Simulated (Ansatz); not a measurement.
**Static calculation, HgTe**

System: HgTe (zinc blende type), 2 atoms in the cell.

Ansatz input (lattice in Å, positions in fractions of it)
```yaml
crystal:
  lattice:
    - [0, 3.33, 3.33]
    - [3.33, 0, 3.33]
    - [3.33, 3.33, 0]
  atoms:
    - { symbol: Hg, position: [0, 0, 0] }
    - { symbol: Te, position: [0.25, 0.25, 0.25] }
kpoints:
  mp_grid: { grid: [6, 6, 6] }
hamiltonian:
  xc: pbe
  pseudopotentials:
    kind: all_electron
    nuclear_model: point
    lapw: { basis_error: "0.25 meV" }
    relativity: scalar
    dirac_shells: { Hg: ["4p", "4d"], Te: ["4p", "3d"] }
scf:
  occupations: { method: fermi_dirac, width: 0.02 }
  convergence: { dr2_threshold: "1e-9 eV" }
  max_iter: 300
  n_bands: 50
output:
  forces: true
  stress: true
  eigenvalues: true
```

All numbers below come from PBE, all-electron LAPW, scalar-relativistic with a first-order correction to Dirac's equation for the inner shells Hg 4p, Hg 4d, Te 4p, Te 3d and those below them, point nucleus (Ansatz).

Output, in brief

```yaml
Pressure: -0.07 GPa
Smearing_term_TS: 0.2 meV/atom
Electrons_in_bands: 68
Irreducible_k-points: 16
CPU_time: of the order of 40 core-seconds on a shared host
```

Stress tensor in GPa, compression positive:
```
-0.07  0.00  0.00
 0.00 -0.07  0.00
 0.00  0.00 -0.07
```

The k-mesh is modest, so these values aren't fully converged in k.
